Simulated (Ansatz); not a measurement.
# Computed scan of one atom of the cell: GaN (wurtzite)

Starting cell, GaN (wurtzite):

```xyz
4
Lattice="3.2184 0.0000 0.0000 -1.6092 2.7872 0.0000 0.0000 0.0000 5.2432" Properties=species:S:1:pos:R:3 pbc="T T T"
Ga     1.6092     0.9291     0.0051
Ga     0.0000     1.8581     2.6267
N      1.6092     0.9291     3.2730
N      0.0000     1.8581     0.6514
```

In each cell atom 2 (Ga, nearest neighbour N at 1.967 Å; its periodic images, 3.2 Å or more away, move with it) moves by s·(0.000, 0.000, 1.000) (along Cartesian z), the rest being held.

Level of theory: PBE (plane waves to 420 eV, PAW, scalar-relativistic; Ansatz, a program for electronic structure). k mesh 10×10×5 (Γ-centred), Fermi-Dirac smearing 0.05 eV. E stands for the smeared free energy. Compression counts positive. F∥ is the force on the atom along that direction. GaN was relaxed with its symmetry unable to fall. ΔE is measured from the undisplaced structure.

| s (Å) | ΔE (meV/cell) | P (GPa) | F∥ (eV/Å) |
|---|---|---|---|
| -0.390 | 2333 | 14.6 | 15.367 |
| -0.312 | 1337 | 8.3 | 10.408 |
| -0.234 | 677 | 4.2 | 6.674 |
| -0.156 | 272 | 1.6 | 3.834 |
| -0.078 | 62 | 0.3 | 1.661 |
| 0.000 | 0 | 0.0 | 0.000 |
| 0.078 | 51 | 0.4 | -1.255 |
| 0.156 | 187 | 1.2 | -2.174 |
| 0.234 | 383 | 2.4 | -2.804 |
| 0.312 | 618 | 3.9 | -3.180 |
| 0.390 | 873 | 5.5 | -3.337 |

Summary:

The energy at s = 0.390 Å is 873 meV/cell and the force along the line at s = -0.390 Å is 15.4 eV/Å. The force constant k = d²E/ds² at s = 0 (finite differences) is 18.5 eV/Å². Symmetry of the curve: not even: the negative side lies higher at ±0.390 Å. Shape of the curve: a single well with its minimum at or next to zero displacement. Harmonic estimate at the end of the scan: ½ks² = 1407 meV/cell against the computed 873 meV/cell, so the well is softer than harmonic there.

(A displaced cell: forces are minus the slopes of the energy, force constants its curvatures, and phonons follow from these.)
